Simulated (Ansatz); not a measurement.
Profile along the Cd–Cd line in Cd (hcp, Mg type)

Cd (hcp, Mg type)

```xyz
2
Lattice="2.9456 0.0000 0.0000 -1.4728 2.5510 0.0000 0.0000 0.0000 5.6035" Properties=species:S:1:pos:R:3 pbc="T T T"
Cd     0.0000     1.7006     4.2026
Cd     1.4728     0.8503     1.4009
```

Fields along a shortest Cd–Cd line of a (0001) plane (2.95 Å), from Cd to Cd, interpolated on the slice's grid (step about 0.2 Å). All values below come from PBEsol (plane waves to 420 eV, PAW, scalar-relativistic; Ansatz, a first-principles code). k mesh 18×18×9. These are valence fields of a PAW run, semicore shells included where kept as valence: close to a nucleus they are smooth pseudo fields. Cd was relaxed with its symmetry unable to fall. The PAW data are Ansatz's earlier set.

```tsv
distance from Cd (Å)	valence electron density (e/Å³)	electron localisation function
0.00	26.69	x
0.15	24.22	x
0.30	18.24	x
0.44	11.54	x
0.59	6.20	0.45
0.74	2.80	0.34
0.89	1.10	0.28
1.03	0.50	0.23
1.18	0.31	0.20
1.33	0.23	0.22
1.48	0.21	0.24
1.62	0.23	0.22
1.77	0.31	0.20
1.92	0.50	0.23
2.07	1.10	0.28
2.21	2.80	0.34
2.36	6.20	0.45
2.51	11.54	x
2.66	18.24	x
2.80	24.22	x
2.95	26.69	x
```

x: too close to a nucleus for the ELF to mean much.

Density on the Cd–Cd line (2.95 Å) at its midpoint: 0.21 e/Å³. ELF at that point: 0.24.
